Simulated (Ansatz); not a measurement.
**Several inputs for MoS2 with Mn replacing Mo**

Cell: a supercell of MoS2 (space group P6_3/mmc) built from an entry of the Crystallography Open Database (COD), with all atoms left at the host's positions.

Space group P-6m2 (No. 187); a = 6.3380, c = 12.3240 Å, γ = 120.00°.

| site | Wyckoff | site symmetry | x | y | z |
| --- | --- | --- | --- | --- | --- |
| Mn | 1a | -6m2 | 0.0000 | 0.0000 | 0.0000 |
| Mo2 | 3j | mm2 | 0.0000 | 0.5000 | 0.0000 |
| Mo5 | 3k | mm2 | 0.1667 | 0.8333 | 0.5000 |
| Mo8 | 1f | -6m2 | 0.6667 | 0.3333 | 0.5000 |
| S9 | 2g | 3m. | 0.0000 | 0.0000 | 0.3730 |
| S10 | 6n | .m. | 0.0000 | 0.5000 | 0.3730 |
| S13 | 6n | .m. | 0.1667 | 0.8333 | 0.8730 |
| S16 | 2i | 3m. | 0.6667 | 0.3333 | 0.8730 |

One atom of each set is listed.

Reference run. The numbers come from a DFT calculation in Ansatz (PBE, plane waves and PAW, scalar-relativistic, collinear spin, 420 eV cutoff, Γ-centred 4×4×2 k-points, Fermi–Dirac smearing 0.01 eV, cell charge -1). Start moments as typed (μB): 4 on each Mn, none on the rest.

It gives V_zz (10²¹ V/m²) Mn -0.41 (η 0.00), Mo5 -7.54 (η 0.01), S9 -5.28 (η 0.00), among others. Each of these runs changes the input as listed (caps on SCF iterations aside):

A. scf.initial_density.chi_scale: not typed → 0.0; scf.convergence.dr2_threshold: not typed → 0.0001
B. kpoints.mp_grid.grid: [4, 4, 2] → [5, 5, 2]

Q: How does each run end, and how far do the gradients move?

A: 

```
run   Mn V_zz (η)  Mo5 V_zz (η)   S9 V_zz (η)  largest change of a gradient tensor, all atoms       note
  A  -0.41 (0.00)  -7.54 (0.01)  -5.28 (0.00)                                            0.00  converged
  B  -0.65 (0.00)  -7.55 (0.02)  -5.28 (0.00)                                            0.25  converged
```

Run B moves them most, on Mn (V_zz from -0.41 to -0.65).

On the reference run: The defect repeats with the cell of 24 atoms, so it feels its images: sites between two images don't show the values beside a lone defect, and zeros or small values of η there can come from the images' arrangement. Mo and S carry a gradient in the pure host already, so the values there aren't the defect's effect alone. A uniform background compensates the cell's charge. The defect cell has no gap above 0.1 eV on its mesh, so the values can hang on the smearing and the k-mesh. Without spin–orbit coupling (the program notes it for Mo) the gradients can shift somewhat, as the gap is small. The neighbours have not yet relaxed around the defect (largest force 0.67 eV/Å), so a real crystal will differ.
